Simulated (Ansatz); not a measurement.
CuI:
```
CuI
1.0
    0.00000     3.04698     3.04698
    3.04698     0.00000     3.04698
    3.04698     3.04698     0.00000
Cu I
1 1
Direct
  0.75000   0.75000   0.75000
  0.00000   0.00000   0.00000
```

Relaxed with HSE06. Special points in fractions of this cell's reciprocal vectors: Γ (0.000, 0.000, 0.000); X (0.500, 0.000, 0.500); U (0.625, 0.250, 0.625); K (0.375, 0.375, 0.750); L (0.500, 0.500, 0.500); W (0.500, 0.250, 0.750).

Question: List the band energies nearest the valence-band maximum at these points for HSE06 in the plane-wave PAW code Ansatz.

Answer: In eV from the valence-band maximum; about four levels below and three above (degenerate sets whole), none deeper than 8.9 eV; points with the same levels are listed once.

```
k                          below                above
-  -----------------------------  -------------------
Γ     -2.42 -2.42 0.00 0.00 0.00  2.59 6.36 6.36 6.36
X        -2.34 -2.23 -1.89 -1.89      3.94 4.29 10.75
U        -2.40 -2.25 -1.95 -1.54       4.44 6.06 9.01
L  -2.40 -2.40 -2.35 -0.81 -0.81       3.61 6.86 6.86
W        -2.32 -2.31 -2.19 -1.64       5.91 6.11 7.54
```

Space group F-43m (zinc blende). The HSE06 relaxation kept the symmetry of its start. The run is not spin-polarised. The hybrid was solved on a coarse mesh, the path and, where they were found, the r²SCAN edge points; its band edges are the extreme levels among these. Scalar-relativistic: spin–orbit coupling is off unless named, which matters more the heavier the elements.

Potentials: the earlier of the program's two PAW sets. The files were generated under PBE; for other functionals the program regenerates the frozen cores, and for LDA and PBEsol the local potential too.
